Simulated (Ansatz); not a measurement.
CdTe (zinc blende)

```
CELL_PARAMETERS angstrom
      0.00000     3.27903     3.27903
      3.27903     0.00000     3.27903
      3.27903     3.27903     0.00000
ATOMIC_POSITIONS crystal
  Te 0.75000 0.75000 0.75000
  Cd 0.00000 0.00000 0.00000
```

The slice is a {111} plane (indices of the conventional cell) through the point (0.750, 0.750, 0.750) (fractional), spanned by u = [100] and v = [-1 2 0] in vectors of this cell: u (4.64 Å) and v (8.03 Å, at 90° to u). It covers one period; positions are fractions (u, v).

Level of theory: r2SCAN (plane waves to 500 eV, PAW, scalar-relativistic; Ansatz, an electronic-structure program). k mesh 9×9×9. Near the nuclei the fields are pseudised (PAW); where an atom keeps semicore shells as valence, they peak there. CdTe was relaxed with its symmetry unable to fall. Spin-orbit coupling is left out, though Te is heavy. The PAW data are Ansatz's earlier set.

Q: Predict the map of the electrostatic potential energy of an electron, from the cell's mean on the slice.

A: 
```
|xxxxxxxx  --##%%%%%%%%%%##--  xxxxxx|
|xxxxxxxx  ==##@@@@@@@@@@##==  xxxxxx|
|xxxxxx  ::**%%@@@@@@@@@@%%**::  xxxx|
|      ::++%%@@@@@@@@@@@@@@%%++::    |
|..::==**##%%@@@@@@@@@@@@@@%%##**==::|
|==++**##%%@@@@@@@@@@@@@@@@@@%%##**++|
|====++**%%%%@@@@@@@@@@@@@@%%%%**++==|
|  ..--++##%%@@@@@@@@@@@@@@%%##++--..|
|      ==**##%%%%%%%%%%%%%%##**==    |
|xxxx  ::++########**########++::  xx|
|xxxx  ::++**++==::..::==++**++::  xx|
|      --++==::          ::==++--    |
|    ::====::  xxxxxxxxxx  ::====::  |
|--==++++==  xxxxxxxxxxxxxx  ==++++==|
|********--  xxxxxxxxxxxxxx  --******|
|######**::  xxxxxxxxxxxxxx  ::**####|
|%%%%%%##--  xxxxxxxxxxxxxx  --##%%%%|
|@@@@@@##==  xxxxxxxxxxxxxx  ==##@@@@|
|@@@@@@%%**::  xxxxxxxxxx  ::**%%@@@@|
|@@@@@@@@%%++::          ::++%%@@@@@@|
|@@@@@@@@%%##**==::..::==**##%%@@@@@@|
|@@@@@@@@@@%%##**++==++**##%%@@@@@@@@|
|@@@@@@@@%%%%**++======++**%%%%@@@@@@|
|@@@@@@@@%%##++--..  ..--++##%%@@@@@@|
|%%%%%%%%##**==          ==**##%%%%%%|
|**########++::  xxxxxx  ::++########|
|..::==++**++::  xxxxxx  ::++**++==::|
|      ::==++--          --++==::    |
|xxxxxx  ::====::      ::====::  xxxx|
|xxxxxxxx  ==++++==--==++++==  xxxxxx|
|xxxxxxxx  --**************--  xxxxxx|
|xxxxxxxx  ::**##########**::  xxxxxx|
```
Scale: ten equal steps from -3.00 (start of ' ') to 5.88 (end of '@'), in the order ' .:-=+*#%@'. Values: electrostatic potential energy of an electron, from the cell's mean, in eV. The map has 18 points along u (two characters each, u = 0 at the left) and 32 along v (v = 0 in the bottom row). Points within 1 Å of a nucleus are blanked (x), as the pseudised field means little there. Values under -3 eV are set to -3. The zero, the cell's mean, hangs on the PAW cores.
